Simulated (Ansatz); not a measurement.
Y3Ge and the effect of the strain (εxy = 0.5 s)

```
Y Ge
1.0
    -2.26539    2.26539    5.19702
     2.26539   -2.26539    5.19702
     2.26539    2.26539   -5.19702
Y Ge
3 1
Direct
  0.50000 0.50000 0.00000
  0.25000 0.75000 0.50000
  0.75000 0.25000 0.50000
  0.00000 0.00000 0.00000
```

The cell comes from a database or a generator and needn't be the stable form of this composition.

Kept alike: task relaxation of the atoms; functional PBE; k mesh 6 × 6 × 6; occupations fermi-dirac, width 0.05 eV; no spin polarisation. Program: Ansatz, Ansatz PAW, cutoff 420 eV. The mesh is that of the run's cell of 4 atoms. No spin-orbit coupling.

| s | stress xy (GPa) | free energy over the lowest row (meV/atom) |
| --- | --- | --- |
| -0.04 | 1.95 | 6.48 |
| -0.02 | 0.97 | 1.62 |
| -0.01 | 0.49 | 0.41 |
| 0 | 0.00 | 0.00 |
| 0.01 | -0.49 | 0.41 |
| 0.02 | -0.97 | 1.62 |
| 0.04 | -1.95 | 6.48 |

Stress is positive in compression, with a Pulay correction for the finite cutoff. The cell shown is the unstrained one; x, y and z are its Cartesian axes. For a metal such a mesh leaves the last digits unconverged. Shear stress takes the same sign, opposite to σ = Cε, so its slope is minus the stiffness.

Question: What does the strain (εxy = 0.5 s) change here?

Answer: The stress xy falls from 1.95 to -1.95 GPa between -0.04 and 0.04. A parabola through the five rows nearest s = 0 has a slope of -49 GPa per unit of s at s = 0, so the stiffness that links it to this strain is about 49 GPa; the fractions stay fixed. The free energy is lowest at 0, and 6.48 meV an atom higher at -0.04; 0.04.
